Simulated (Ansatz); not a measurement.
ZrTiO4:
```
ZrTiO4
1.0
   -4.90604     0.00000     0.00000
    0.40081     0.90549    -9.91251
    0.11707    -5.35177     0.00000
Zr Ti O
4 4 16
Direct
  0.95781   0.10664   0.27156
  0.03617   0.89005   0.71228
  0.97951   0.60809   0.29017
  0.54779   0.60366   0.78752
  0.00663   0.37241   0.69965
  0.50871   0.13025   0.81101
  0.48551   0.86660   0.17272
  0.45673   0.37534   0.21427
  0.74919   0.95519   0.41386
  0.70906   0.46393   0.46280
  0.80572   0.71717   0.59899
  0.76850   0.21343   0.62447
  0.66833   0.22494   0.12688
  0.74432   0.73017   0.09492
  0.80602   0.46946   0.96051
  0.74434   0.99323   0.93007
  0.32464   0.53590   0.11265
  0.25599   0.01457   0.05367
  0.27430   0.28973   0.87625
  0.31721   0.77487   0.86660
  0.23736   0.79013   0.37015
  0.19680   0.52758   0.60264
  0.24148   0.05330   0.57583
  0.17788   0.29336   0.37056
```

This is the PBEsol-relaxed structure. Tensor components refer to the Cartesian frame of this cell.

All from plane-wave PAW PBEsol (Ansatz code), unless another level is named. Give the piezoelectric stress constants (proper, relaxed ions, C/m²).

e11 = 0.02, e12 = e25 = -0.14, e14 = 0.29, e15 = 0.59, e16 = -0.65, e21 = -0.60, e22 = -0.35, e23 = -0.10, e24 = -0.16, e26 = -0.04, e31 = -0.48, e32 = -0.41, e33 = -0.19, e35 = -0.11, e36 = 0.36.

Next, the Young's modulus?

202 GPa.

Space group P1. The workflow started from a Materials Project entry (that database holds measured and hypothetical structures alike); the Crystallography Open Database copy checked does not list it. Entries of such low symmetry are often ordered models of mixed-site phases. Its standing as an ambient phase is unchecked. The cell was relaxed with PBEsol; whether a distortion lowers the energy is not shown. No spin polarisation was allowed. Signs of piezoelectric constants follow the polarity of the cell as given.

Potentials: the later of the program's two PAW sets.
